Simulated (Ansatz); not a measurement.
All-electron LAPW in Ansatz 0.2.0 under PBE, scalar-relativistic, energies extrapolated to zero smearing. Slabs are 1×1 cells cut from bulk crystals relaxed on PAW files, with atoms then relaxed, 16 to 20 Å of vacuum, a dipole correction, k spacings of 0.16 to 0.26 Å⁻¹ and smearing of 0.02 to 0.1 eV, without spin–orbit coupling; Cr, Mn, Fe, Co, Ni, Eu and Gd start ferromagnetic, the others run without spin. The bulk type named needn't be the stable one, and no reconstruction is allowed.

```csv
slab,area (Å²),γ (J/m²),Φ (eV),Δd12 (%)
"fcc Ni (111), 7 layers",5.36,1.94,5.04,-1.4
"fcc Ni (110), 3 layers",8.75,?,4.42,-7.4
"fcc Ni (111), 5 layers",5.36,1.94,5.06,-1.3
"fcc Ni (110), 6 layers",8.75,?,4.43,-10.2
"fcc Ni (100), 6 layers",6.20,2.25,4.90,-3.7
"fcc Ni (100), 1 layer",6.20,2.32,5.12,–
"fcc Ni (110), 5 layers",8.75,2.28,4.54,-11.3
```

Q: What belongs in the row "fcc Ni (110), 6 layers", column "γ (J/m²)"?

A: 2.30.

Q: Give the missing entry: row "fcc Ni (110), 3 layers", column "γ (J/m²)".

A: 2.26.
